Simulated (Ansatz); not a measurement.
Si:
```
Si
1.0
    5.29520     0.00000     0.00000
    0.00000     5.29520     0.00000
    0.00000     0.00000     5.29520
Si
7
Direct
  0.23921   0.23921   0.23921
  0.00000   0.50000   0.50000
  0.23921   0.76079   0.76079
  0.50000   0.00000   0.50000
  0.76079   0.23921   0.76079
  0.50000   0.50000   0.00000
  0.76079   0.76079   0.23921
```

Relaxed with r²SCAN. Special points in fractions of this cell's reciprocal vectors: Γ (0.000, 0.000, 0.000); X (0.000, 0.500, 0.000); M (0.500, 0.500, 0.000); R (0.500, 0.500, 0.500).

### Question
List the band energies nearest the Fermi level at these points for the program Ansatz at the r²SCAN level (PAW).

### Answer
In eV from the Fermi level; about four levels below and three above (degenerate sets whole), none deeper than 8.9 eV; points with the same levels are listed once.

```
k                                below                     above
-  -----------------------------------  ------------------------
Γ  -3.25 -3.25 -3.25 -1.77 -1.77 -1.77  1.01 1.01 1.16 1.16 1.16
X              -1.95 -1.95 -1.70 -1.52            0.06 0.06 1.81
M              -2.23 -2.22 -1.47 -1.26       0.82 0.82 2.93 2.93
R        -1.39 -1.39 -1.39 -1.07 -1.07            1.46 1.46 1.46
```

Space group P-43m. The start of the workflow was typed in or built on a structure type; neither database checked (COD, Materials Project) lists it. It is not the phase usual at ambient conditions (space group No. 227). The r²SCAN relaxation kept the symmetry of its start; its stability against distortions is not shown here.

Potentials: the later of the program's two PAW sets.
